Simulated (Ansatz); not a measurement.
Input and command of a plane-wave DFT calculation in Ansatz:

```yaml
crystal:
  lattice:
    - [4.2486297836, 0.0, 0.0]
    - [0.0, 4.2486297836, 0.0]
    - [0.0, 0.0, 4.2486297836]
  atoms:
    - { symbol: K, position: [0.0, 0.0, 0.0] }
    - { symbol: Cr, position: [0.5, 0.5, 0.5], spin: 5.16 }
basis:
  ecutwfc: 420
kpoints:
  mp_grid: { grid: [14, 14, 14] }
hamiltonian:
  xc: pbe
scf:
  occupations: { method: gaussian, width: 0.1 }
output:
  forces: true
  stress: true
  eigenvalues: true
  populations: true
magnetization:
  spin_polarized: true
relax:
  adjacent_minimum: "off"
  f_tol: 0.01
  max_steps: 80
  cell: { stress_tol: 0.05 }
```

```bash
ansatz run input.yaml --threads 1 --pin off --max-ram 2560MiB --backend cpu --events-out ev --progress --plain --runs-dir out
```

Processor: Arm Neoverse V2, 1 thread, on a host shared with other jobs.

Problem. How long does it run, and how much memory does it take?

Solution. About 41 s on 1 thread of Arm Neoverse V2, on a shared host, peak memory 0.54 GiB. It solves 19 bands at 120 k points (the mesh reduced by the symmetry that the task leaves, which can be less than the crystal's) with about 1503 plane waves (on the last cell), in 17 SCF iterations over 2 ionic steps.
